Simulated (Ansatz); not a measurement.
## Ansatz run, ScPt

input.yaml (Ansatz 0.2.0)

```yaml
crystal:
  lattice:
    - [3.284348, 0.0, 0.0]
    - [0.0, 3.284348, 0.0]
    - [0.0, 0.0, 3.284348]
  atoms:
    - { symbol: Pt, position: [0.0, 0.0, 0.0] }
    - { symbol: Sc, position: [0.5, 0.5, 0.5] }
  symmetry: { tolerance: 0.0003 }
kpoints:
  mp_grid: { grid: [10, 10, 10], shift: [0, 0, 0] }
  band_path:
    path:
      - [0.0, 0.0, 0.0]
      - [0.0, 0.5, 0.0]
      - [0.5, 0.5, 0.0]
      - [0.0, 0.0, 0.0]
      - [0.5, 0.5, 0.5]
      - [0.0, 0.5, 0.0]
      - [0.5, 0.5, 0.5]
      - [0.5, 0.5, 0.0]
    npoints: 8
magnetization:
  spin_polarized: false
scf:
  occupations: { method: gaussian, width: 0.0937 }
  lower_state_search: "off"
  max_iter: 200
hamiltonian:
  pseudopotentials: { kind: paw }
  xc: r2scan
basis:
  ecutwfc: 500
  fft_grid_basis: typed
output:
  forces: true
  stress: true
  eigenvalues: true
  bader: true
  populations: true
  elf: true
  write_potential: true
  volumetric_format: npy
  dos:
    e_range: [-12, 8]
    de: 0.05
    projected: { site_lists: { Pt: [Pt], Sc: [Sc] } }
checkpoint:
  read: saved_state
```

The saved state is an earlier solution for the same cell, perhaps on another mesh. 

Parts of the output:

```
Free energy (F): -14679.9912 eV
Harris-Foulkes:  -14679.9912 eV  (|F-HF|=3.62e-9)
Internal energy: -14679.9850 eV  (E = F + TS)
E sigma→0 (E₀):  -14679.9881 eV
Entropy (-TS):   -0.0062 eV (-3.123 meV/atom)
Fermi energy:    16.9538 eV
--- Per-component energies (eV) ---
  E_band       = -368.1838
  E_kinetic    = 901.5415
  E_local      = -2523.8202  (includes V_loc(G=0)·N_el)
  E_nonlocal   = 280.7650
  E_hartree    = 922.3726
  E_xc         = -352.8069
  E_vxc        = -483.5396  (∫ρ·V_xc dr)
  E_paw        = -10443.5917  (= ΣΔE_a)
  E_vpaw       = -419.5483  (= ΣTr[D̂ρ^β])
  E_aug_tail   = 0.0002  (compensation charges beyond the density's cutoff)
  E_vtau       = 31.6765  (kinetic-family band-sum trace: ∫τ·v_τ [+ j·A + Jᵃ·Aᵃ] dr)
  E_ewald      = -3463.9755
  E_core_change = -0.4700  (= ΣΔE_core)
  E_smearing   = -0.0062  (= −TS)
--- Stress (GPa, compression-positive) ---
        0.2388       0.0000       0.0000
        0.0000       0.2388       0.0000
        0.0000       0.0000       0.2388
  P = ⅓ Tr σ = 0.2388 GPa (2.388 kbar)
--- Löwdin populations: 2 sites ---
  site symbol       q [e]
     0     Pt     18.1219
     1     Sc     10.6160
  spilling = 0.0090 (of n_electrons = 29.0000)
--- Bader charges: 2 sites ---
  site symbol  charge [e]  shift [e]
     0     Pt     -1.6874     0.0001
     1     Sc      1.6874     0.0001
```

Origin: a database entry at a rescaled volume.
